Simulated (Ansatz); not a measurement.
Notes on Mg2Sb2As

```xyz
5
Lattice="2.2085 3.8252 0.0000 -2.2085 3.8252 0.0000 0.0000 0.0000 7.3370" Properties=species:S:1:pos:R:3 pbc="T T T"
As    0.0000    0.0000    0.0000
Mg   -0.0002    2.5503    4.6282
Mg    0.0002    5.1002    2.7088
Sb   -0.0002    2.5503    1.8401
Sb    0.0002    5.1002    5.4969
```

The numbers come from plane-wave PAW DFT (Ansatz): PBE, spin-orbit coupling, 420 eV, 7×7×4 Γ-centred k points, gaussian occupations (width 0.0167 eV). Nothing was relaxed.

The state carries no moments; the state need not be the lowest.

(1) Is there a gap?

(2) Is the cell too large or too small?

(3) Is it stable against the elements?

(4) How is the charge shared?

(5) Where is the largest force?

Origin: a known structure type with other elements, at an estimated volume, so it need not be a known compound. Caveats: started without moments under time reversal, so no moment could form; atoms or cell far from equilibrium.

Answers

(1) It is a metal, with about 2.6 states/eV a cell as the mean within 0.25 eV of the Fermi level, mostly As p (53 %) and Sb p (22 %).

(2) The pressure is 6.0 GPa (compression positive), so with the atoms held at these fractions the cell would first expand; the forces are large, so a full relaxation may end otherwise. The principal stresses 4.2, 6.9, 6.9 GPa differ, so its shape would change too.

(3) 0.12 eV an atom against the elements' usual phases (free molecules for gases, crystals otherwise, with no correction for O₂ or N₂), so at this geometry it isn't bound against them. Relaxing would lower it.

(4) Bader charges in e: Mg +1.45, Sb -1.39, As -0.11. In the mean Mg gives up most and Sb takes most.

(5) The largest is on Sb4 (and as large on other atoms): 1.61 eV/Å, components (0.00, 0.00, -1.61). It makes 109° with the line to a nearest neighbour, Mg3 at 2.69 Å.
